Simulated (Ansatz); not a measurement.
Ti10Ga3Sb3 in space group P-62m (No. 189; Pearson symbol hP16), plane-wave PAW PBE (Ansatz code), all energies at zero smearing, with the estimated change up to a 700 eV cutoff added, with one set of potentials and settings (totals compare only within such a set). Cell of 16 atoms (10 Ti, 3 Ga, 3 Sb): -55806.900 eV.

```csv
element,reference phase,E (eV/atom)
Ti,"P6/mmm, 3 atoms in the cell",-2499.6739
Ga,"Cmce, 4 atoms in the cell",-3783.0209
Sb,"R-3m, 2 atoms in the cell",-6484.4916
```

Formation energy per atom, worked out: (-55806.900 − 10×(-2499.6739) − 3×(-3783.0209) − 3×(-6484.4916))/16 = -0.476 eV/atom (-46 kJ per mol of atoms), at 0 K, without zero-point energy or fitted corrections.

The workflow started from a Materials Project entry (that database holds measured and hypothetical structures alike); the Crystallography Open Database copy checked does not list it. Whether it is the stable phase at ambient conditions was not checked. The cell was relaxed with PBE under the symmetry of its start; whether a distortion lowers the energy is not shown. The run is not spin-polarised. The references are the lowest solids computed at this level, not always the standard phases. Spin–orbit coupling is left out wherever it is not named.

Potentials: the later of the program's two PAW sets.
